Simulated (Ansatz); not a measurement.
Input, command and steps of an Ansatz relaxation.

```yaml
crystal:
  lattice:
    - [5.7392757543, -3.7013982077, 0.0]
    - [-5.7392757543, -3.7013982077, 0.0]
    - [0.0, 3.7013982077, -6.0924994964]
  atoms:
    - { symbol: Ge, position: [0.1748305052, 0.9899678523, 0.4123690611] }
    - { symbol: Ge, position: [0.6725027021, 0.4868742495, 0.4122761813] }
    - { symbol: Ge, position: [0.2361995094, 0.9211094944, 0.9120286993] }
    - { symbol: Ge, position: [0.7374758429, 0.4205438978, 0.9091301884] }
    - { symbol: Ge, position: [0.2542606177, 0.5673333444, 0.0809004518] }
    - { symbol: Ge, position: [0.7598659821, 0.078067937, 0.0829841457] }
    - { symbol: Ge, position: [0.3203573402, 0.5069832926, 0.5834605993] }
    - { symbol: Ge, position: [0.8270784516, 0.0116968564, 0.5874306762] }
    - { symbol: Pt, position: [0.2787918603, 0.2724712944, 0.8059240601] }
    - { symbol: Pt, position: [0.7830158507, 0.7821681331, 0.8136363487] }
    - { symbol: Pt, position: [0.0282920106, 0.5276598944, 0.3081377548] }
    - { symbol: Pt, position: [0.5249843505, 0.031036308, 0.3058530217] }
    - { symbol: Pt, position: [0.470911107, 0.9673073885, 0.6914055347] }
    - { symbol: Pt, position: [0.9709923812, 0.4671298956, 0.6870039382] }
    - { symbol: Pt, position: [0.7167215903, 0.7174546659, 0.1814800683] }
  symmetry: { detect: false }
basis:
  ecutwfc: 420
kpoints:
  mp_grid: { grid: [3, 3, 2], shift: [0.0, 0.0, 0.5] }
hamiltonian:
  xc: pbesol
scf:
  occupations: { method: gaussian, width: 0.1 }
  lower_state_search: "off"
output:
  forces: true
  stress: true
  eigenvalues: true
relax:
  adjacent_minimum: "off"
  f_tol: 0.04
  max_steps: 50
  cell: { stress_tol: 0.3 }
```

```bash
ansatz run input.yaml --threads 4 --pin off --max-ram 9216MiB --backend cpu --events-out ev --progress --plain --runs-dir out
```

Computed with DFT PBEsol, scalar-relativistic, plane waves, PAW (Ansatz 0.2.0).

Of 7 frames 7 are shown, positions in Å and forces in eV/Å; the SCF threshold varies from step to step. Steps run on the plane waves of an earlier cell, with a Pulay correction in the pressure. The basis is chosen afresh for the last frame, the zero of the energies, and at times for earlier ones too; energy and pressure can step there, also at an unchanged geometry. Where two frames share a geometry here, they differ by under 2 meV/atom and 0.3 GPa.

```xyz
15
Lattice="5.7393 -3.7014 0.0000 -5.7393 -3.7014 0.0000 0.0000 3.7014 -6.0925" Properties=species:S:1:pos:R:3:forces:R:3 pbc="T T T" step=1 free_energy_over_end_meV_per_atom=26.86 pressure_GPa=-2.95
Ge   -4.6783   -2.7850   -2.5124    0.0676   -0.4682    0.5025
Ge    1.0654   -2.7653   -2.5118   -0.1613    0.4112    0.4013
Ge   -3.9309   -0.9079   -5.5565   -0.6007   -0.0012   -0.6203
Ge    1.8190   -0.9212   -5.5389   -0.0442   -0.1319   -0.0450
Ge   -1.7968   -2.7416   -0.4929    0.0834   -0.1555   -0.4219
Ge    3.9130   -2.7944   -0.5056    0.1699    0.1367   -0.4120
Ge   -1.0711   -0.9027   -3.5547    0.2186   -0.2274    0.3478
Ge    4.6797   -0.9303   -3.5789    0.1115    0.2052    0.0474
Pt    0.0363    0.9426   -4.9101   -0.1070    0.0618   -0.1262
Pt    0.0049   -2.7818   -4.9571    0.0310   -0.1525    0.3071
Pt   -2.8660   -0.9173   -1.8773    0.5185   -0.1386    0.0621
Pt    2.8349   -0.9260   -1.8634   -0.3397    0.1574    0.3702
Pt   -2.8490   -2.7643   -4.2124    0.0857    0.0644    0.2454
Pt    2.8918   -2.7802   -4.1856    0.0326    0.0650   -0.0288
Pt   -0.0042   -4.6367   -1.1057   -0.0660    0.1735   -0.6296
15
Lattice="5.5966 -3.6543 -0.0468 -5.6023 -3.6632 0.0312 0.0442 3.6460 -6.0225" Properties=species:S:1:pos:R:3:forces:R:3 pbc="T T T" step=2 free_energy_over_end_meV_per_atom=7.19 pressure_GPa=2.87
Ge   -4.5647   -2.8527   -2.3750   -0.2229    0.0708   -0.1259
Ge    1.0363   -2.6329   -2.4276   -0.1896   -0.0252   -0.1098
Ge   -3.9254   -0.9172   -5.5989   -0.1900   -0.0642    0.3001
Ge    1.8302   -0.9260   -5.5139    0.3072    0.0096    0.1549
Ge   -1.7362   -2.7413   -0.5342    0.0760    0.1959    0.1656
Ge    3.8545   -2.7363   -0.5729    0.0476   -0.1747    0.0605
Ge   -0.9262   -0.9331   -3.4075    0.1062    0.0069    0.2652
Ge    4.5860   -0.9094   -3.5846    0.1054   -0.0518   -0.2071
Pt    0.0591    0.8977   -4.8449   -0.1116    0.0427   -0.3789
Pt    0.0531   -2.7476   -4.8708   -0.0675   -0.0771   -0.3759
Pt   -2.7531   -0.9203   -1.8407    0.0065   -0.0249    0.1646
Pt    2.7598   -0.8999   -1.8657    0.0430   -0.1027    0.1731
Pt   -2.7686   -2.6949   -4.1417    0.0351    0.0246   -0.0225
Pt    2.8364   -2.8061   -4.1761    0.1048    0.1442   -0.0788
Pt    0.0058   -4.5619   -1.1859   -0.0501    0.0258    0.0148
15
Lattice="5.6002 -3.6702 -0.0143 -5.6029 -3.6744 0.0068 0.0126 3.6661 -6.1036" Properties=species:S:1:pos:R:3:forces:R:3 pbc="T T T" step=3 free_energy_over_end_meV_per_atom=1.13 pressure_GPa=-0.04
Ge   -4.5907   -2.8580   -2.4504    0.0073   -0.0425   -0.0203
Ge    1.0141   -2.6426   -2.4789    0.0043    0.0566    0.0071
Ge   -3.9672   -0.9194   -5.6548   -0.0424   -0.0387    0.0160
Ge    1.8148   -0.9221   -5.5749    0.0801    0.0137    0.0596
Ge   -1.7331   -2.7391   -0.5402    0.0143   -0.0031    0.0320
Ge    3.8619   -2.7564   -0.5551    0.0155    0.0131   -0.0181
Ge   -0.9361   -0.9317   -3.4395    0.0460    0.0004    0.1556
Ge    4.5756   -0.9101   -3.6068   -0.0212   -0.0288   -0.0358
Pt    0.0198    0.8991   -4.9238    0.0387    0.0072   -0.2121
Pt    0.0188   -2.7501   -4.9468    0.0424   -0.0333   -0.2112
Pt   -2.7563   -0.9228   -1.8596   -0.0298   -0.0081    0.0248
Pt    2.7492   -0.9069   -1.8433    0.0470   -0.0498    0.1110
Pt   -2.7844   -2.7003   -4.2093   -0.0801    0.0505    0.0570
Pt    2.8254   -2.8010   -4.2225   -0.0636    0.0443    0.0569
Pt    0.0123   -4.5740   -1.2018   -0.0586    0.0186   -0.0225
15
Lattice="5.5799 -3.6667 -0.0024 -5.5813 -3.6688 0.0025 0.0033 3.6679 -6.1283" Properties=species:S:1:pos:R:3:forces:R:3 pbc="T T T" step=4 free_energy_over_end_meV_per_atom=0.19 pressure_GPa=-0.05
Ge   -4.5860   -2.8656   -2.4665    0.0180    0.0137    0.0031
Ge    0.9949   -2.6231   -2.4853    0.0197    0.0091    0.0180
Ge   -3.9663   -0.9173   -5.6780   -0.0150   -0.0099   -0.0011
Ge    1.8131   -0.9137   -5.5904   -0.0269    0.0119    0.0169
Ge   -1.7311   -2.7315   -0.5390    0.0218   -0.0445    0.0126
Ge    3.8480   -2.7554   -0.5501    0.0426    0.0434   -0.0079
Ge   -0.9198   -0.9264   -3.4276    0.0060   -0.0015    0.0830
Ge    4.5569   -0.9056   -3.6194   -0.0271   -0.0222    0.0223
Pt    0.0123    0.8955   -4.9582    0.0321   -0.0008   -0.1150
Pt    0.0151   -2.7388   -4.9765    0.0194   -0.0214   -0.1314
Pt   -2.7524   -0.9214   -1.8641   -0.0471    0.0115    0.0303
Pt    2.7391   -0.9077   -1.8332    0.0731   -0.0329    0.0417
Pt   -2.7803   -2.6828   -4.2184   -0.0512    0.0292    0.0280
Pt    2.8066   -2.7930   -4.2249   -0.0479    0.0174    0.0452
Pt    0.0122   -4.5639   -1.2086   -0.0176   -0.0030   -0.0458
15
Lattice="5.5868 -3.6623 0.0013 -5.5867 -3.6622 0.0014 0.0000 3.6645 -6.1320" Properties=species:S:1:pos:R:3:forces:R:3 pbc="T T T" step=5 free_energy_over_end_meV_per_atom=-0.12 pressure_GPa=-0.16
Ge   -4.5892   -2.8673   -2.4701    0.0002    0.0435   -0.0005
Ge    0.9926   -2.6079   -2.4836   -0.0054   -0.0294    0.0037
Ge   -3.9794   -0.9160   -5.6844    0.0178    0.0063    0.0100
Ge    1.8107   -0.9079   -5.5884   -0.0167    0.0037   -0.0108
Ge   -1.7330   -2.7309   -0.5366   -0.0200   -0.0131    0.0089
Ge    3.8604   -2.7501   -0.5508    0.0003    0.0047    0.0167
Ge   -0.9149   -0.9240   -3.4049   -0.0011   -0.0063   -0.0086
Ge    4.5578   -0.9060   -3.6278   -0.0002   -0.0006    0.0292
Pt    0.0102    0.8898   -4.9746    0.0047   -0.0122   -0.0040
Pt    0.0155   -2.7319   -4.9915   -0.0082   -0.0064   -0.0239
Pt   -2.7617   -0.9189   -1.8552   -0.0261    0.0108    0.0075
Pt    2.7508   -0.9106   -1.8263    0.0282   -0.0070   -0.0283
Pt   -2.7875   -2.6677   -4.2171    0.0058    0.0087    0.0134
Pt    2.8019   -2.7878   -4.2188    0.0118    0.0066    0.0204
Pt    0.0140   -4.5553   -1.2191    0.0091   -0.0093   -0.0337
15
Lattice="5.5820 -3.6632 -0.0021 -5.5809 -3.6615 0.0021 0.0017 3.6623 -6.1288" Properties=species:S:1:pos:R:3:forces:R:3 pbc="T T T" step=6 free_energy_over_end_meV_per_atom=-0.18 pressure_GPa=0.01
Ge   -4.5838   -2.8624   -2.4698    0.0080    0.0006    0.0020
Ge    0.9903   -2.6117   -2.4849   -0.0002    0.0080    0.0051
Ge   -3.9688   -0.9165   -5.6809   -0.0033    0.0035    0.0000
Ge    1.8110   -0.9088   -5.5868   -0.0123   -0.0015   -0.0048
Ge   -1.7360   -2.7339   -0.5352   -0.0090    0.0026    0.0029
Ge    3.8549   -2.7504   -0.5523   -0.0009   -0.0060    0.0079
Ge   -0.9110   -0.9265   -3.4018   -0.0038   -0.0066   -0.0024
Ge    4.5578   -0.9090   -3.6289   -0.0077    0.0028    0.0057
Pt    0.0129    0.8873   -4.9759    0.0056   -0.0110    0.0148
Pt    0.0188   -2.7347   -4.9952   -0.0005   -0.0071   -0.0014
Pt   -2.7609   -0.9182   -1.8528   -0.0005    0.0029    0.0001
Pt    2.7494   -0.9130   -1.8310    0.0007    0.0039   -0.0130
Pt   -2.7811   -2.6677   -4.2132    0.0050    0.0071    0.0009
Pt    2.8024   -2.7881   -4.2152    0.0077    0.0047   -0.0061
Pt    0.0133   -4.5564   -1.2218    0.0114   -0.0039   -0.0117
15
Lattice="5.5820 -3.6632 -0.0021 -5.5809 -3.6615 0.0021 0.0017 3.6623 -6.1288" Properties=species:S:1:pos:R:3:forces:R:3 pbc="T T T" step=7 free_energy_over_end_meV_per_atom=0.00 pressure_GPa=0.02
Ge   -4.5838   -2.8624   -2.4698    0.0079    0.0005    0.0020
Ge    0.9903   -2.6117   -2.4849   -0.0003    0.0080    0.0052
Ge   -3.9688   -0.9165   -5.6809   -0.0033    0.0035   -0.0001
Ge    1.8110   -0.9088   -5.5868   -0.0122   -0.0015   -0.0048
Ge   -1.7360   -2.7339   -0.5352   -0.0090    0.0027    0.0029
Ge    3.8549   -2.7504   -0.5523   -0.0010   -0.0061    0.0079
Ge   -0.9110   -0.9265   -3.4018   -0.0037   -0.0066   -0.0024
Ge    4.5578   -0.9090   -3.6289   -0.0077    0.0029    0.0057
Pt    0.0129    0.8873   -4.9759    0.0056   -0.0110    0.0148
Pt    0.0188   -2.7347   -4.9952   -0.0005   -0.0071   -0.0015
Pt   -2.7609   -0.9182   -1.8528   -0.0004    0.0029    0.0000
Pt    2.7494   -0.9130   -1.8310    0.0006    0.0039   -0.0131
Pt   -2.7811   -2.6677   -4.2132    0.0049    0.0071    0.0009
Pt    2.8024   -2.7881   -4.2152    0.0077    0.0047   -0.0060
Pt    0.0133   -4.5564   -1.2218    0.0114   -0.0039   -0.0117
```

Time: 100 s on 4 threads of Arm Neoverse V1, with other jobs on the host, peak memory 1.1 GiB.

The k mesh is coarse. Spin–orbit coupling is left out, which can shift energies with elements as heavy as these.